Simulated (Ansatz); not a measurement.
Each is relaxed and computed with PBEsol (plane waves, PAW; program Ansatz). Which is the only one with a gap?
A) YbNi2P2, I4/mmm (Yb on 2a, P on 4e, Ni on 4d)
B) NbP, P-6m2 (Nb on 1a, P on 1f)
C) Ag3P11, Cm (Pearson symbol mS28)
D) EuSnP, P4/nmm (P on 2c, Eu on 2c, Sn on 2c)

C, Ag3P11, Cm (Pearson symbol mS28). Ag3P11: gap 0.65 eV (indirect); YbNi2P2: metal; NbP: metal; EuSnP: metal. The 4f shell is in the valence, and the state reached may lie above the lowest one. Spin orders computed, not proven ground states: EuSnP, P4/nmm (P on 2c, Eu on 2c, Sn on 2c) ferromagnetic. Constructed cells (a structure type filled with these elements, in neither database checked): NbP, P-6m2 (Nb on 1a, P on 1f). Standing as an ambient phase not checked: Ag3P11, Cm (Pearson symbol mS28); YbNi2P2, I4/mmm (Yb on 2a, P on 4e, Ni on 4d); EuSnP, P4/nmm (P on 2c, Eu on 2c, Sn on 2c). Began spin-polarised and lost the moments: YbNi2P2, I4/mmm (Yb on 2a, P on 4e, Ni on 4d). All cells were relaxed under the symmetry of their starts (and spin orders); stability against distortions was not tested throughout. Rows with no word on spin ran without spin polarisation. No Hubbard U is applied. Scalar-relativistic: spin–orbit coupling is off unless named, which matters more the heavier the elements.

Potentials: the later of the program's two PAW sets.
